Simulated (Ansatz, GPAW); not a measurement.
One calculation of GaGe3, 3 ways

```
Ge Ga
1.0
     4.27847    0.00000    0.00000
     0.00000    4.27847    0.00000
     0.00000    0.00000    4.27847
Ge Ga
3 1
Direct
  0.50000 0.50000 0.00000
  0.50000 0.00000 0.50000
  0.00000 0.50000 0.50000
  0.00000 0.00000 0.00000
```

The cell comes from a database or a generator and needn't be the stable form of this composition.

Alike in all runs: task band structure; functional PBEsol; k mesh 6 × 6 × 6; occupations fermi-dirac, width 0.05 eV; no spin polarisation; no spin-orbit coupling. Pressure is positive in compression and, in plane waves, holds the error of the finite cutoff, which Ansatz's Pulay term estimates and takes out.

| program and potentials | plane-wave cutoff (eV) | notes | pressure (GPa) |
| --- | --- | --- | --- |
| Ansatz, Ansatz PAW | 420 | potentials made for PBE, which Ansatz adapts in part; 13.75 valence electrons an atom on average; Pulay term of +0.03 GPa included | -3.43 |
| GPAW, PAW data sets generated for this functional | 600 | 3.75 valence electrons an atom on average | -3.70 |
| Ansatz, all-electron LAPW, scalar-relativistic | - | - | ? |

Estimate from the other rows what the run with Ansatz, all-electron LAPW, scalar-relativistic gave.

Pressure -3.39 GPa. The other rows, which needn't bracket it: pressure -3.70 to -3.43.
